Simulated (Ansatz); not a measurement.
Theory: Ansatz, DFT PBE, scalar-relativistic, plane waves, PAW. All cells share a 420 eV cutoff and Γ-centred k meshes spaced at most about 0.3 Å⁻¹ (about 0.25 or finer for metals, 2π included). No spin polarisation in the final relaxations.

These are static total energies at zero pressure.

Two relaxed structures of KHfAs:

A.

Space group P-6m2 (No. 187). a = 4.520 Å, b = 4.520 Å, c = 5.829 Å, α = 90.00°, β = 90.00°, γ = 120.00°
```
atom  site  symmetry       x       y       z
   K    1a      -6m2  0.0000  0.0000  0.0000
  Hf    1f      -6m2  0.6667  0.3333  0.5000
  As    1d      -6m2  0.3333  0.6667  0.5000
```

B.

Space group P4/mmm (No. 123). a = 4.654 Å, b = 4.654 Å, c = 5.091 Å, α = 90.00°, β = 90.00°, γ = 90.00°
```csv
atom,site,symmetry,x,y,z
K,1d,4/mmm,0.5000,0.5000,0.5000
Hf,1a,4/mmm,0.0000,0.0000,0.0000
As,1b,4/mmm,0.0000,0.0000,0.5000
```

Question: Which form is favoured at zero pressure, and by what margin per atom?

Answer: A is lower, by 0.33 eV/atom. A has space group P-6m2 (No. 187), 34.4 Å³/atom and no gap on its mesh; B has space group P4/mmm (No. 123), 36.8 Å³/atom and no gap. Counting As atoms around Hf and K (those within 1.25 times the shortest such distance or 1.15 times the sum of covalent radii; the shortest distance is added where it is long for a bond), A has K 6 from 3.9 Å, Hf 3 and B has K 4, Hf 2. The denser one is the lower, and pressure would at first widen the difference. In A, K has 6 As at 3.91 Å and 6 Hf at 3.91 Å; Hf has 3 As at 2.61 Å and 6 K at 3.91 Å; As is surrounded by 3 Hf at 2.61 Å and 6 K at 3.91 Å. In B, K is surrounded by 4 As at 3.29 Å; Hf has 2 As at 2.55 Å; As is surrounded by 2 Hf at 2.55 Å and 4 K at 3.29 Å. Both come from invented guesses.

These runs have no spin–orbit coupling, which can matter for Hf. Cells relaxed within their symmetry can be saddle points.
